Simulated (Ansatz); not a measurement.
According to the program Ansatz at the PBE level (PAW), Be in the diamond structure (Fd-3m) relaxes to a = 4.899 Å. Be has 4 nearest neighbours from 2.12 Å (tetrahedral).

Electronic character: metallic (no gap).

The bulk modulus is 44.1 GPa.

The start of the workflow was typed in or built on a structure type; neither database checked (COD, Materials Project) lists it. It is not the phase usual at ambient conditions (space group No. 194). The cell was relaxed with PBE under the symmetry of its start; its stability against distortions is not shown here.

Potentials: the earlier of the program's two PAW sets.
